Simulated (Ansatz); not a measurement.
Phonons of BiBrO in the PbFCl-type structure

The computed numbers are results of PBEsol, scalar-relativistic (no spin polarisation) in the plane-wave PAW code Ansatz at 420 eV, Gaussian smearing of 0.05 eV. The datasets are Ansatz's generated set soft_2.

```xyz
6
Lattice="3.9061 0.0000 0.0000 0.0000 3.9061 0.0000 0.0000 0.0000 8.2895" Properties=species:S:1:pos:R:3 pbc="T T T"
Bi    1.9531    0.0000    1.2535
Bi    0.0000    1.9531    7.0360
O     0.0000    0.0000    0.0000
O     1.9531    1.9531    0.0000
Br    1.9531    0.0000    5.4917
Br    0.0000    1.9531    2.7978
```

The start was a prototype's sites filled with these elements; the Crystallography Open Database holds the compound in this structure.

Force constants come from finite displacements in a 2×2×1 supercell (the unit cell's 6×6×4 k-mesh, folded to it); the long-range dipole term is not included. Points in reciprocal vectors of this cell: Γ = (0.000, 0.000, 0.000), X = (0.000, 0.500, 0.000), M = (0.500, 0.500, 0.000), Z = (0.000, 0.000, 0.500), R = (0.000, 0.500, 0.500), A = (0.500, 0.500, 0.500).

The supercell isn't repeated along every axis, so wave vectors with a part along such an axis can't be had from it and are left out, and thermodynamic sums miss that dispersion.

Q: Is the structure dynamically stable along this path, and where does the spectrum end?

A: Not settled: a branch is imaginary, down to 15i cm⁻¹ between M and Γ, but only at interpolated points; at the wave vectors that fit the supercell all modes are real. The highest frequency is 477 cm⁻¹, at M. Points that don't fit the supercell are interpolated. The crystal has a gap, so without the dipole term Γ lacks its LO–TO splitting and the top of the spectrum may be off.

Frequencies at the named points (cm⁻¹, imaginary ones negative):
```tsv
point	ω (cm⁻¹)
Γ	0 0 0 65 65 69 69 82 82 103 105 161 276 276 377 428 428 461
X	62 62 68 68 89 89 90 90 103 103 149 149 363 363 376 376 411 411
M	72 72 87 87 92 92 101 101 102 102 154 154 260 260 312 312 477 477
```

The compound is known in this structure, so the unstable mode may be the calculation's: soft modes are sensitive to the volume, the k-mesh, the supercell and spin–orbit coupling, and real crystals can be held by temperature.

Cost: 2.9 min on 4 threads of Arm Neoverse V1, on a shared host, peak memory 2.1 GiB.

 Scalar-relativistic only: spin–orbit splittings of the heavy atoms' levels are missing. The structure is layered, and this functional has no dispersion term, so the layers' spacing is poorly fixed, often too long, and so is what hangs on it.
